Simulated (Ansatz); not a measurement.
Relaxed-ion elastic tensor of TePb$_{2}$S in space group R-3m (No. 166; Te on 3b, Pb on 6c, S on 3a) in GPa (Voigt order), r²SCAN (plane waves, PAW; program Ansatz); density 7.81 g/cm³, 30.50 Å³ per atom.

```csv
,1,2,3,4,5,6
1,84.5,26.9,37.0,17.1,0.0,0.0
2,26.9,84.5,37.0,-17.1,0.0,0.0
3,37.0,37.0,70.6,0.0,0.0,0.0
4,17.1,-17.1,0.0,43.1,0.0,0.0
5,0.0,0.0,0.0,0.0,43.1,17.1
6,0.0,0.0,0.0,0.0,17.1,28.8
```

Problem. Is the crystal mechanically stable?

Solution. Yes: the smallest eigenvalue of C is 17.4 GPa.

Problem. Work out the Voigt, Reuss and Hill averages.

Solution. K_V = 49.0, K_R = 49.0, K_H = 49.0; G_V = 32.2, G_R = 23.9, G_H = 28.1 GPa.

Problem. Give Young's modulus, Poisson's ratio, Pugh's ratio and the universal anisotropy index.

Solution. E = 9KG/(3K + G) = 70.7 GPa; ν = 0.26; K/G = 1.75 (near the Pugh limit of 1.75, no verdict); A_U = 5G_V/G_R + K_V/K_R − 6 = 1.75.

Problem. Estimate the sound speeds and the Debye temperature.

Solution. v_l = √((K + 4G/3)/ρ) = 3330 m/s, v_t = √(G/ρ) = 1900 m/s, mean 2110 m/s; Θ = (h/k)(3n/4πV)^(1/3) v_m = 201 K.

Problem. Solve the Christoffel equation for the three sound speeds along x, y, z.

Solution. Eigenvalues of C_ijkl n_j n_l equal ρv². In km/s, slowest first: x 1.49, 2.64, 3.29; y 1.92, 2.17, 3.41; z 2.35, 2.35, 3.01.

Problem. How much does each axis shrink under pressure?

Solution. Linear compressibilities β_i = Σ_j S_ij (j = 1 to 3): x 6.5, y 6.5, z 7.3 per TPa.

The workflow started from a Materials Project entry (that database holds measured and hypothetical structures alike); the Crystallography Open Database copy checked does not list it. Its standing as an ambient phase is unchecked. The cell was relaxed with r²SCAN under the symmetry of its start; whether a distortion lowers the energy is not shown. Spin–orbit coupling is left out wherever it is not named.

Potentials: the later of the program's two PAW sets.
